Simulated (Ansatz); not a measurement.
Ca2C (antifluorite), relaxed with r2SCAN, was run in Ansatz under altered settings. All numbers are computed, without spin polarisation but where a row says otherwise.

```xyz
3
Lattice="0.0000 3.1286 3.1286 3.1286 0.0000 3.1286 3.1286 3.1286 0.0000" Properties=species:S:1:pos:R:3 pbc="T T T"
C     0.0000    0.0000    0.0000
Ca    1.5643    1.5643    1.5643
Ca    4.6929    4.6929    4.6929
```

The base run's other keys:
```yaml
kpoints:
  mp_grid: { grid: [4, 4, 4] }
hamiltonian:
  xc: hse06
scf:
  occupations: { method: fixed }
  n_extra_bands: 4
```

It takes 16 iterations with 1243 plane waves at 420 eV and 8 k points, and leaves a mean stress of +0.35 GPa. The gap over this mesh is 0.825 eV. It ran on 4 threads of Arm Neoverse N1, with other jobs on the host.

Outcomes, with energy and stress as changes against the base:

| setting | outcome | ΔF (meV/atom) | Δ mean stress (GPa) | gap on the mesh (eV) | iterations | wall time |
| --- | --- | --- | --- | --- | --- | --- |
| PBE hybrid, exx coeff 0.1, omega 0.1 1/Å | converged | – | +0.2 | 0.549 | 13 | 7 s |
| PBE hybrid, exx coeff 0.35, omega 0.5 1/Å | converged | – | +0.2 | 0.568 | 14 | 7.5 s |
| PBE hybrid, exx coeff 0.15, omega 0.1 1/Å | converged | – | +0.1 | 0.731 | 15 | 7.2 s |
| PBE hybrid, exx coeff 0.1, omega 0.2078 1/Å | converged | – | +0.2 | 0.439 | 12 | 7.5 s |
| hamiltonian.dispersion: d3bj | converged | -393 | -3.1 | 0.825 | 16 | 7.3 s |

A dash marks a value that wasn't obtained or can't be compared. Stress is positive in compression. The base took 7.4 s.

- PBE hybrid, exx coeff 0.1, omega 0.1 1/Å. That is 10 % exact exchange, screened with ω = 0.1 1/Å, against HSE06's 25 % screened at 0.208 1/Å. The mean stress moves by +0.2 GPa and the gap on the mesh by -0.276 eV (to 0.549). Totals of different functionals aren't comparable. The program warns that on this mesh the truncation of the exchange isn't bounded, so part of the change can be an error of the mesh.
- PBE hybrid, exx coeff 0.35, omega 0.5 1/Å. That is 35 % exact exchange, screened with ω = 0.5 1/Å, against HSE06's 25 % screened at 0.208 1/Å. The mean stress moves by +0.2 GPa and the gap on the mesh by -0.257 eV (to 0.568). Totals of different functionals aren't comparable.
- PBE hybrid, exx coeff 0.1, omega 0.2078 1/Å. That is 10 % exact exchange, screened with ω = 0.2078 1/Å, against HSE06's 25 % screened at 0.208 1/Å. The mean stress moves by +0.2 GPa and the gap on the mesh by -0.386 eV (to 0.439). Totals of different functionals aren't comparable.
- hamiltonian.dispersion: d3bj. The free energy moves by -393 meV an atom, the mean stress by -3.1 GPa and the gap on the mesh by 0.000 eV (to 0.825). A pairwise correction adds to energy, forces and stress and leaves the bands alone.

The program warns that its thresholds are loose for a hybrid's stress.

The meshes of the hybrids are coarse, so their gaps aren't converged to the digits shown.
